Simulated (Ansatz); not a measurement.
Ga₂O₃ (corundum, space group No. 167), PBE (plane waves, PAW; program Ansatz). The conduction-band minimum lies at Γ, with 1 equivalent valley. Second derivatives d²E/dk² of the lowest band at one valley (eV·Å²), along Cartesian directions:

```json
[
 {"direction": "[100]", "d²E/dk²": "36.31"},
 {"direction": "[010]", "d²E/dk²": "36.31"},
 {"direction": "[001]", "d²E/dk²": "36.48"},
 {"direction": "[110]", "d²E/dk²": "36.31"},
 {"direction": "[101]", "d²E/dk²": "36.40"},
 {"direction": "[011]", "d²E/dk²": "36.40"}
]
```

Problem. Find the principal effective masses, the density-of-states mass and the conductivity mass.

Solution. Off-diagonal terms follow from H_xy = H[110] − (H_xx + H_yy)/2, and m*/mₑ = 7.620 eV·Å² over each eigenvalue: 0.21, 0.21, 0.21. One valley's DOS mass (m₁m₂m₃)^(1/3) = 0.21, conductivity mass 3/(Σ 1/mᵢ) = 0.21 mₑ.

Problem. What effective density of states Nc follows at 300 K for parabolic valleys?

Solution. Nc = 2.509e19 × 1 × (0.21)^(3/2) ≈ 2.4e18 cm⁻³.

Space group R-3c (corundum). The PBE relaxation kept the symmetry of its start. Spin–orbit coupling is left out wherever it is not named.

Potentials: the earlier of the program's two PAW sets.

Edges and masses are those of Kohn–Sham bands, whose gap is no quasiparticle gap.
